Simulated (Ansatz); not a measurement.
## ReO3-type OsCl₃

Computed with Ansatz (plane waves, PAW, 420 eV cutoff): PBE+U (U_eff = 2 eV on Os 5d), scalar-relativistic, collinear spin, 6×6×6 k-mesh, Gaussian smearing of 0.05 eV; PAW files: Ansatz's generated set soft_2.

```yaml
crystal:
  lattice:
    - [4.81898, 0.00000, 0.00000]
    - [0.00000, 4.81898, 0.00000]
    - [0.00000, 0.00000, 4.81898]
  atoms:
    - { symbol: Os, position: [0.00000, 0.00000, 0.00000] }
    - { symbol: Cl, position: [0.50000, 0.00000, 0.00000] }
    - { symbol: Cl, position: [0.00000, 0.00000, 0.50000] }
    - { symbol: Cl, position: [0.00000, 0.50000, 0.00000] }
```

The start was a prototype's sites filled with these elements, not a measured cell. The ideal cubic cell shuts out tilts of the octahedra, which such structures often take.

Magnetic state: ferromagnetic, site spin moments Os 1.69; Cl 0.12, 0.13 μB.

Q: Which orbitals carry the states at the Fermi level, and how many states are there?

A: Within 0.1 eV of it: Os 5d 67 %, Cl 3p 30 % (shares among the projected shells; no valence p shell of Os is among them). The density of states at the Fermi level is about 2.4 states/eV per cell, averaged over 0.3 eV.

Density of states (tetrahedra, averaged over 0.4 eV; states/eV per cell of 4 atoms; energy in eV from the Fermi level; projections on Löwdin-orthogonalised atomic orbitals, summed over sites):

| E | total | Cl 3p | Os 5d up | Os 5d down | Os 6s | Cl 3s |
| --- | --- | --- | --- | --- | --- | --- |
| -7.65 | 0.43 | 0.30 | 0.04 | 0.00 | 0.09 | 0.00 |
| -7.25 | 1.42 | 0.93 | 0.23 | 0.02 | 0.21 | 0.02 |
| -6.85 | 1.96 | 1.25 | 0.41 | 0.08 | 0.18 | 0.03 |
| -6.45 | 1.75 | 1.15 | 0.34 | 0.11 | 0.11 | 0.03 |
| -6.05 | 2.00 | 1.34 | 0.28 | 0.28 | 0.05 | 0.03 |
| -5.65 | 3.18 | 2.13 | 0.61 | 0.37 | 0.02 | 0.02 |
| -5.25 | 4.82 | 3.45 | 1.07 | 0.21 | 0.02 | 0.02 |
| -4.85 | 5.21 | 3.58 | 1.22 | 0.34 | 0.01 | 0.01 |
| -4.45 | 3.06 | 1.85 | 0.76 | 0.42 | 0.01 | 0.01 |
| -4.05 | 2.67 | 1.58 | 0.56 | 0.51 | 0.00 | 0.01 |
| -3.65 | 1.94 | 1.24 | 0.22 | 0.46 | 0.00 | 0.00 |
| -3.25 | 2.06 | 1.75 | 0.04 | 0.24 | 0.00 | 0.01 |
| -2.85 | 4.76 | 4.40 | 0.16 | 0.14 | 0.01 | 0.04 |
| -2.45 | 5.95 | 5.66 | 0.14 | 0.10 | 0.00 | 0.02 |
| -2.05 | 4.20 | 3.81 | 0.34 | 0.02 | 0.00 | 0.01 |
| -1.65 | 2.70 | 1.85 | 0.76 | 0.04 | 0.01 | 0.03 |
| -1.25 | 4.04 | 1.84 | 1.82 | 0.24 | 0.03 | 0.06 |
| -0.85 | 2.60 | 0.97 | 1.03 | 0.50 | 0.02 | 0.05 |
| -0.45 | 1.50 | 0.41 | 0.27 | 0.72 | 0.02 | 0.04 |
| -0.05 | 2.24 | 0.66 | 0.22 | 1.24 | 0.03 | 0.04 |
| 0.35 | 3.23 | 0.84 | 0.22 | 1.99 | 0.04 | 0.07 |
| 0.75 | 2.36 | 0.50 | 0.20 | 1.44 | 0.05 | 0.10 |
| 1.15 | 1.03 | 0.23 | 0.17 | 0.47 | 0.04 | 0.06 |
| 1.55 | 0.87 | 0.21 | 0.16 | 0.33 | 0.06 | 0.06 |
| 1.95 | 0.77 | 0.22 | 0.14 | 0.28 | 0.04 | 0.04 |
| 2.35 | 0.77 | 0.23 | 0.14 | 0.24 | 0.05 | 0.04 |
| 2.75 | 0.73 | 0.24 | 0.14 | 0.21 | 0.06 | 0.03 |
| 3.15 | 0.68 | 0.22 | 0.11 | 0.18 | 0.07 | 0.03 |
| 3.55 | 0.64 | 0.20 | 0.08 | 0.18 | 0.08 | 0.03 |
| 3.95 | 0.49 | 0.13 | 0.00 | 0.17 | 0.10 | 0.02 |
| 4.35 | 0.47 | 0.13 | 0.01 | 0.14 | 0.11 | 0.02 |
| 4.75 | 0.49 | 0.14 | 0.01 | 0.14 | 0.12 | 0.02 |
| 5.15 | 0.44 | 0.06 | 0.01 | 0.01 | 0.17 | 0.02 |
| 5.55 | 0.68 | 0.08 | 0.01 | 0.01 | 0.22 | 0.03 |
| 5.95 | 1.14 | 0.10 | 0.02 | 0.01 | 0.28 | 0.03 |

With a Hubbard U or exact exchange the result depends on the state in which the open shell ends, and a lower one can't be excluded. The equation of state at this level isn't smooth, a sign that the magnetic state shifts with volume and isn't converged in the mesh. Scalar-relativistic only: spin–orbit splittings of the heavy atoms' levels are missing. The program warned that the potential is rough where the density is thin (voids or gaps), so long spacings are poorly fixed. The order of the orbitals lowers the symmetry: the run keeps 8 of the 48 point operations that the cell and its moments have. Site moments are of spin, integrated over atomic spheres. The moments were started parallel, and the real magnetic order may be another.
